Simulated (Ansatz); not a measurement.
## VWC2: changing the dispersion correction

The cell as given:

The structure is trigonal, space group R-3m (No. 166). The conventional cell has a = 3.034 Å, b = 3.034 Å, c = 14.802 Å, α = 90.00°, β = 90.00°, γ = 120.00°. W (site symmetry -3m) has 6 C at 2.17 Å as nearest neighbours. Around V (site symmetry -3m) lie 6 C at 2.11 Å. C (site symmetry 3m) is surrounded by 3 V at 2.11 Å and 3 W at 2.17 Å.

The cell comes from a database or a generator and needn't be the stable form of this composition.

Kept alike: task relaxation of cell and atoms; functional PBEsol; k mesh 10 × 10 × 10; occupations fermi-dirac, width 0.05 eV; collinear spin, ferromagnetic start. Program: Ansatz, Ansatz PAW, cutoff 420 eV. The mesh is that of the run's cell of 4 atoms. No spin-orbit coupling.

| dispersion correction | volume (Å³/atom) |
| --- | --- |
| D3(BJ) | 9.332 |
| D3(BJ)-ATM | 9.375 |
| D4 | 9.422 |
| none | 9.528 |

The relaxations keep at least the cell's symmetry (R-3m). For a metal such a mesh leaves the last digits unconverged. Relaxations stop with a little pressure left, so the last digits of a volume or edge aren't settled. Ansatz's relaxations hold a Pulay term in the stress (up to 0.4 GPa here). The moments vanished: the runs ended non-magnetic. All rows use potentials made for PBE.

Problem. What does the dispersion correction change here?

Solution. The volume runs from 9.332 (D3(BJ)) to 9.528 Å³/atom (none). Against no correction: D3(BJ) -2.1 %; D3(BJ)-ATM -1.6 %; D4 -1.1 %. Dispersion terms mostly attract and so lower the volume; the schemes' coefficients and damping set how far.
